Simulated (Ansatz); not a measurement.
# Nb (bcc)

Level of theory: DFT, PBEsol, scalar-relativistic, no spin polarisation; plane waves to 420 eV with PAW datasets (Ansatz 0.2.0), 18×18×18 k-mesh, Gaussian smearing of 0.05 eV. The datasets are Ansatz's generated set soft_2.

```xyz
1
Lattice="-1.6360 1.6360 1.6360 1.6360 -1.6360 1.6360 1.6360 1.6360 -1.6360" Properties=species:S:1:pos:R:3 pbc="T T T"
Nb    0.0000    0.0000    0.0000
```

Path: Γ–H–N–Γ–P–H | P–N, with Γ = (0.000, 0.000, 0.000), H = (0.500, -0.500, 0.500), N = (0.000, 0.000, 0.500), P = (0.250, 0.250, 0.250) in reciprocal vectors of the calculation's cell.

Is it a metal or an insulator, and if it has a gap, where are the band edges on this path?

A metal: bands cross the Fermi level.

Levels between -3 and 5 eV from the Fermi level at the path's named points:
```tsv
point	below E_F (eV)	above E_F (eV)
Γ		0.36 0.36 0.36 3.37 3.37
H		
N	-1.74	2.44 3.42 4.13
P	-1.10 -1.10 -1.10	4.27 4.27
```

With 13 valence electrons in the calculation's cell and no magnetic order, the bands, two electrons each, can't all be full or empty: band theory demands a metal. (Only strong correlation, outside this picture, could make a Mott insulator of it.)
